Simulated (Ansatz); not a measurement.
**Field gradients of KMgH3N2 from run to run**

Cell of run 1: a structure deposited in the COD, atoms as given.

Space group Pnma (No. 62); a = 9.3497, b = 3.6631, c = 9.8901 Å.

```csv
site,Wyckoff,site symmetry,x,y,z
K,4c,.m.,0.2189,0.7500,0.1540
Mg,4c,.m.,0.0321,0.2500,0.3956
H9,4c,.m.,0.2276,0.7500,0.4440
H13,8d,1,0.4351,0.0430,0.3570
N21,4c,.m.,0.1238,0.7500,0.4540
N25,4c,.m.,0.4772,0.2500,0.3048
```

One atom of each set is listed.

Relaxed positions (PBE, cell held):

K (0.2263, 0.7500, 0.1624)
Mg (0.0353, 0.2500, 0.3951)
H9 (0.2347, 0.7500, 0.4530)
H13 (0.4425, 0.0322, 0.3609)
N21 (0.1248, 0.7500, 0.4548)
N25 (0.4847, 0.2500, 0.3095)

All runs are DFT with Ansatz 0.2.0 (plane waves and PAW, scalar-relativistic unless spin–orbit coupling is named, Γ-centred meshes, Fermi–Dirac smearing where given) in this cell.

Run 1: PBE, atoms as given; 420 eV, 3×8×3 k-points, smearing 0.02 eV.
Run 2: PBE, atoms relaxed; 420 eV, 3×8×3 k-points, smearing 0.02 eV.
Run 3: r2SCAN, at the relaxed atoms; 500 eV, 3×8×3 k-points, smearing 0.02 eV.

| run | H9 V_zz (η) | H13 V_zz (η) | N21 V_zz (η) | N25 V_zz (η) |
| --- | --- | --- | --- | --- |
| 1 | 5.27 (0.00) | 4.45 (0.11) | 4.93 (0.03) | -6.79 (0.73) |
| 2 | ? | ? | ? | ? |
| 3 | 3.82 (0.01) | 3.74 (0.13) | 6.16 (0.02) | -7.47 (0.78) |

V_zz in 10²¹ V/m²; 4 of the 6 sets of like atoms are followed.

Problem. Estimate the row of run 2.

Solution. H9: 3.83 (0.01); H13: 3.77 (0.12); N21: 5.81 (0.00); N25: -7.15 (0.79). It lies nearest to run 3, from whose tensors on these sites it differs by 0.35 at most (largest principal value of the difference, on N21). Taken one at a time, the positions of the atoms (as given or relaxed) move the tensors on these sites by up to 1.58 (largest principal value of the change, on H9), the functional (r2SCAN with its higher cutoff) by 0.35 (N21).

In runs 1, 3 the atoms aren't at the calculated equilibrium (largest force 2.4, 0.30 eV/Å).
